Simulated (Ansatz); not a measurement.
The numbers come from plane-wave PAW DFT (Ansatz): r2SCAN, no spin polarisation, 500 eV, 4×4×4 Γ-centred k points, fermi-dirac occupations (width 0.0154 eV). Nothing was relaxed.

Computed maps in the lattice plane spanned by b (left to right, 6.60 Å, 20 points from zero) and c (bottom to top, 6.33 Å, 19 points from zero), 90° apart, at height 0.247 along a. The fields are smooth PAW ones with compensation charges, not the true ones near nuclei.

Valence density. Digits on a logarithmic scale: 0 up to 0.03 e/Å³, each further digit a factor of 1.6, 9 from 1.3 e/Å³ up:
```
78866875311135799997
77888875311236899999
76788764211246999999
65566543200136999999
54333322100135799997
42222111000024578875
32212111000013567765
43333322100024678876
55566543210125788887
66899764211135786588
78999985321135787788
79999996421135688887
69999996421124567766
58999985310012345544
46899864210001222223
35677653200000111112
45777753200001222222
56888864200012344444
67877875310123567765
```

ELF. Ten even steps from '0' (0.01) to '9' (0.87):
```
59800797300012355552
39966997200013467663
26999985200023568864
23788753100134567764
21233310000023456653
10000000000012222322
10000000000002345543
31122100000014799997
52333221000026897799
52455421000037970079
43566542100037981189
24677653200026898898
24688653310014788985
24666644310001356652
12344333200000011111
12222222100000000000
25788753100000001100
58999985100000123321
59822897200001234432
```

Task: The cell is ZnSiAu2S4. Which atoms lie within 0.2 Å of this plane, and where (fractions of b and c)?

Result: Au at (0.17, 0.34), Au at (0.83, 0.84), S at (0.17, 0.96), S at (0.83, 0.46). The whole cell:
```
CELL_PARAMETERS angstrom
7.66802 0.00000 0.00000
0.00000 6.59856 0.00000
0.00000 0.00000 6.32977
ATOMIC_POSITIONS crystal
Au 0.24741 0.17426 0.33723
Au 0.25259 0.82574 0.83723
Au 0.75259 0.17426 0.33723
Au 0.74741 0.82574 0.83723
Zn 0.00000 0.34747 0.84124
Zn 0.50000 0.65253 0.34124
Si 0.00000 0.67430 0.34510
Si 0.50000 0.32570 0.84510
S 0.00000 0.36110 0.46320
S 0.50000 0.63890 0.96320
S 0.00000 0.67840 0.99610
S 0.50000 0.32160 0.49610
S 0.26269 0.17240 0.95890
S 0.23731 0.82760 0.45890
S 0.73731 0.17240 0.95890
S 0.76269 0.82760 0.45890
```

Origin: a known structure type with other elements, at an estimated volume, so it need not be a known compound. Caveats: atoms or cell far from equilibrium.
